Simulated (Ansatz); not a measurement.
A geometry of Ag away from equilibrium: step 2 of the relaxation of a relaxed Ag cell, doubled along one cell vector, shaken by Gaussian noise of σ = 0.08 Å a coordinate. Level of theory: PBEsol (plane waves to 420 eV, PAW, scalar-relativistic; Ansatz, a first-principles code). Γ-centred k-mesh 13×13×4 on the run's cell (coarser than for final values), Fermi–Dirac smearing 0.05 eV.

```xyz
4
Lattice="2.8534 -0.0145 0.0227 -1.4392 2.4659 -0.0207 0.0751 -0.0358 9.3630" Properties=species:S:1:pos:R:3 pbc="T T T"
Ag     0.0380     1.5775     1.2363
Ag     0.1299     1.5624     5.8761
Ag     1.4745     0.7416     3.4783
Ag     1.5200     0.7536     8.2170
```

Question: Give the Cartesian forces on all atoms (eV/Å).

Answer: 
```tsv
atom	Fx	Fy	Fz
Ag1	0.03	-0.01	-0.65
Ag2	-0.04	0.01	-0.22
Ag3	0.00	0.02	0.69
Ag4	0.02	-0.02	0.18
```

Question: What is the pressure?

Answer: +2.3 GPa, compression positive.

No spin polarisation in the result.

The end of the path is a generated cell of Ag: the first start was made by placing the elements on the sites of a structure type, and the end was not matched to a known phase here, so it may be hypothetical. Known forms of Ag include space group No. 225.
